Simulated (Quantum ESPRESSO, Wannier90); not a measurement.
# CdS (wurtzite), plane waves to Wannier functions

```
CdS
1.0
    4.16884     0.00000     0.00000
   -2.08442     3.61032     0.00000
    0.00000     0.00000     6.77962
Cd S
2 2
Direct
  0.66667   0.33333   0.50022
  0.33333   0.66667   0.00022
  0.66667   0.33333   0.87678
  0.33333   0.66667   0.37678
```

Materials Project entry mp-672; symmetrised, unrelaxed at this level. COD (Crystallography Open Database) has the formula in 2 space groups, this one among them (matched by group alone). Computed values, not measurements, from PBEsol: Quantum ESPRESSO (norm-conserving PseudoDojo potentials, cutoff 82 Ry, no spin polarisation, no spin-orbit coupling) on a Γ-centred 6×6×4 mesh, then Wannier90. Density: 12×12×6 mesh, Gaussian smearing 0.01 Ry.

Base run: 16 functions from bands 9-10,21-48 of the 48 computed, start hydrogen-like Cd: s;p; S: s;p, frozen window up to 2.53 eV relative to the valence-band maximum, outer window open. Bands 11–20 (Cd 4d 95 %) lie between the kept ones and are excluded. Rows change the key named; with other orbitals the number of functions and the frozen window follow, as listed; window edges are relative to the valence-band maximum. The misfit compares interpolated bands with pw.x on a high-symmetry path, for states up to 2.0 eV relative to the valence-band maximum. Converged means that the tolerances were met: symmetric starts can stop on a saddle, which shows as a larger Ω_OD at equal Ω_I and can move the misfit too.

```
setting  functions  frozen to (eV)  Ω_I (Å²)  Ω_D (Å²)  Ω_OD (Å²)  rms misfit (meV)  worst (meV)      ended
-------  ---------  --------------  --------  --------  ---------  ----------------  -----------  ---------
base            16            2.53     25.24      0.01       3.86               1.8          8.4  converged
```

Starting from this base row, predict which settings stop with an error, and how Ω_I and the misfit move in the others: only the lowest 23 of the kept bands; only the lowest 26 of the kept bands; dis_mix_ratio = 1.0.


```
setting                               functions  frozen to (eV)  Ω_I (Å²)  Ω_D (Å²)  Ω_OD (Å²)  rms misfit (meV)  worst (meV)      ended
------------------------------------  ---------  --------------  --------  --------  ---------  ----------------  -----------  ---------
only the lowest 23 of the kept bands         16            2.53     31.41      0.18       4.59               2.3           11  converged
only the lowest 26 of the kept bands         16            2.53     28.19      0.05       4.03               1.8           10  converged
dis_mix_ratio = 1.0                          16            2.53     25.24      0.01       3.86               1.8          8.4  converged
```

Runs of this sweep that didn't settle are not listed.
